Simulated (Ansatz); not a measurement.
Suppose TiSn5 takes space group P4/mmm (No. 123), with Ti on 1c; Sn on 2f, 2h and 1d.

Method: DFT PBE, scalar-relativistic, plane waves, PAW (Ansatz). Cutoff 420 eV, Γ-centred mesh, Gaussian smearing, no spin polarisation.

Energies over the elements count from the elements' standard structures at the same level, with no fitted energy shifts. The references include grey tin.

Q: Predict the relaxed structure.

A:

Space group P4/mmm (No. 123). a = 5.301 Å, b = 5.301 Å, c = 10.521 Å, α = 90.00°, β = 90.00°, γ = 90.00°
```csv
atom,site,symmetry,x,y,z
Ti,1c,4/mmm,0.5000,0.5000,0.0000
Sn,2f,mmm.,0.5000,0.0000,0.0000
Sn,2h,4mm,0.5000,0.5000,0.2447
Sn,1d,4/mmm,0.5000,0.5000,0.5000
```

Ti has 6 Sn at 2.57–2.65 Å; around Sn on a site of symmetry mmm lie 2 Ti at 2.65 Å; Sn on a site of symmetry 4mm is surrounded by 1 Ti at 2.57 Å and 1 Sn at 2.69 Å; Sn on a site of symmetry 4/mmm has 2 Sn at 2.69 Å. Another local minimum with the same sites may exist.

Q: And its energy and gap?

A: The energy over the elements is +0.55 eV/atom and the gap on the 8×8×4 mesh of the 6-atom cell is 0 eV (a metal). A positive value: parting into the elements would lower its energy.

The last run used Gaussian smearing of 0.10 eV. A structure relaxed within its symmetry needn't be a true minimum. Another cell of TiSn5 relaxed alike but with spin, in R-3m, lies 0.37 eV/atom lower, so this cell isn't the stable form at this level.
